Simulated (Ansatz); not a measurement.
# ZnCu₃: what symmetry allows forces and stress to be

```xyz
4
Lattice="1.2595 0.7272 8.3470 -1.2595 0.7272 8.3470 0.0000 -1.4543 8.3470" Properties=species:S:1:pos:R:3 pbc="T T T"
Zn    0.0000    0.0000    0.0000
Cu    0.0000    0.0000    6.5748
Cu    0.0000    0.0000   12.5205
Cu    0.0000    0.0000   18.4661
```

Level of theory: Ansatz, DFT PBEsol, scalar-relativistic, plane waves, PAW.

Settings: cutoff 420 eV, Γ-centred mesh 18×18×18 on the computed 4-atom cell, Gaussian smearing of 0.10 eV; no spin polarisation.

This distorted cell has space group R-3m, with 12 operations.

Task: Without a calculation: in which directions can each atom feel a force?

Result: A force must be left unchanged by every operation that keeps its atom in place, so it lies in the space that those operations leave fixed. Atoms that the group maps onto each other feel forces of one size.
| atom | site symmetry | operations at the site | equivalent to atom | allowed force (Cartesian) |
| --- | --- | --- | --- | --- |
| Zn1 | -3m | 12 | 1 | none |
| Cu2 | 3m | 6 | 2 | along (0.00, 0.00, 1.00) |
| Cu3 | -3m | 12 | 3 | none |
| Cu4 | 3m | 6 | 2 | along (0.00, 0.00, 1.00) |

That leaves 1 independent force component of 12. A relaxation in this cell that keeps the symmetry moves the atoms in these directions alone.

Task: And the stress tensor?

Result: It must be invariant under the point group, which leaves 2 independent components: yz, xz, xy vanish; xx = yy.

Task: Do the computed values obey this?

Result: Yes. Forces (eV/Å):
```
Zn1  0.000  0.000  0.000
Cu2  0.000  0.000 -3.304
Cu3  0.000  0.000  0.000
Cu4  0.000  0.000  3.304
```

Stress (GPa, compression positive, xx yy zz yz xz xy): 15.73 15.73 19.89 0.00 0.00 0.00. The program imposes the same operations on density, forces and stress, so this confirms the analysis and is no independent test of the calculation.